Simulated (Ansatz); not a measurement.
Relaxed-ion elastic tensor of In₂SeS in space group P3m1 (No. 156; In on 1a, In on 1b, Se on 1b, S on 1a) in GPa (Voigt order), PBEsol in the plane-wave PAW code Ansatz; density 4.41 g/cm³, 32.07 Å³ per atom.

```json
[
 {"": "1", "1": "40.2", "2": "14.6", "3": "2.8", "4": "0.1", "5": "0.0", "6": "0.0"},
 {"": "2", "1": "14.6", "2": "40.2", "3": "2.8", "4": "-0.1", "5": "0.0", "6": "0.0"},
 {"": "3", "1": "2.8", "2": "2.8", "3": "12.2", "4": "0.0", "5": "0.0", "6": "0.0"},
 {"": "4", "1": "0.1", "2": "-0.1", "3": "0.0", "4": "-2.2", "5": "0.0", "6": "0.0"},
 {"": "5", "1": "0.0", "2": "0.0", "3": "0.0", "4": "0.0", "5": "-2.2", "6": "0.1"},
 {"": "6", "1": "0.0", "2": "0.0", "3": "0.0", "4": "0.0", "5": "0.1", "6": "12.8"}
]
```

Is the crystal mechanically stable?

No: the smallest eigenvalue of C is -2.2 GPa.

The start of the workflow was typed in or built on a structure type; neither database checked (COD, Materials Project) lists it. Whether it is the stable phase at ambient conditions was not checked. The cell was relaxed with PBEsol under the symmetry of its start. At this level the phase is mechanically unstable.

Potentials: the earlier of the program's two PAW sets. The files were generated under PBE; for other functionals the program regenerates the frozen cores, and for LDA and PBEsol the local potential too.
